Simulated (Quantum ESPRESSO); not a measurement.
# Moving one atom in Ga3SiN3C

These are calculations, not measurements. They come from pw.x of Quantum ESPRESSO 7.5, a plane-wave density functional program, with PseudoDojo standard norm-conserving files (v0.5 for PBE, v0.4.1 for LDA and PBEsol). The cells are made up: elements, strain and atom displacements were drawn at random, and nothing was relaxed. There is no spin polarisation, spin-orbit coupling or dispersion term.

The cell has 8 sites of a wurtzite lattice (rectangular cell). Sites 1 to 4 hold Ga Si Ga Ga; sites 5 to 8 hold N N N C. Cell vectors in Å: (3.233, 0.000, 0.000); (0.000, 5.600, 0.000); (0.000, 0.000, 5.280). Settings: PBE, cutoff 1143 eV, 5 x 4 x 4 k mesh shifted by half a step, Fermi-Dirac smearing of 0.025 eV.

Each run shifts the Ga atom on site 4 along z and leaves all else fixed. Site 8 is one of its nearest neighbours. E is the free energy of the cell above the lowest run shown. The last column is band 32 less band 31 at Gamma, from a band step after each run.

| run | shift (Å) | Fz on site 4 (eV/Å) | Fz on site 8 (eV/Å) | P (GPa) | E (meV) | level step at Gamma (eV) |
| --- | --- | --- | --- | --- | --- | --- |
| 1 | -0.1438 | 2.477 | 0.198 | -6.39 | 290.6 | 1.715 |
| 2 | -0.0847 | 1.984 | 0.224 | -6.80 | 158.0 | 1.788 |
| 3 | -0.0433 | 1.549 | 0.298 | -7.03 | 84.7 | 1.840 |
| 5 | 0.0100 | 0.873 | 0.476 | -7.25 | 19.5 | 1.903 |
| 6 | 0.0396 | 0.437 | 0.620 | -7.32 | 0.0 | 1.936 |
| 7 | 0.1161 | -0.913 | 1.180 | -7.30 | 16.0 | 2.005 |
| 4 | -0.0085 | ? | ? | ? | ? | ? |

A rerun of one of these cells at 1437 eV and k mesh 7 x 6 x 6 moved values by no more than 0.010 eV in the cell's energy, 0.07 GPa in stress and 0.011 eV/Å in force.

## Worked fit

A parabola through the six runs shown gives Fz on site 4 = 1.008 - 13.68 u - 24.4 u² eV/Å, with u in Å and a scatter of 0.009 eV/Å. Minus the slope, 13.68 ± 0.19 eV/Å², is this atom's force constant along z at u = 0, with its periodic images moving too. The fitted force vanishes at u = 0.066 Å, where the energy should be lowest along this line. The error is the larger of the fit's own and the change that a cubic makes, rounded up.

## Withheld run

Question: what Fz on site 4 should run 4 give?

The fit gives 1.123 eV/Å. The calculation gave 1.123 eV/Å.

| run | shift (Å) | Fz on site 4 (eV/Å) | Fz on site 8 (eV/Å) | P (GPa) | E (meV) | level step at Gamma (eV) |
| --- | --- | --- | --- | --- | --- | --- |
| 4 | -0.0085 | 1.123 | 0.403 | -7.19 | 38.0 | 1.882 |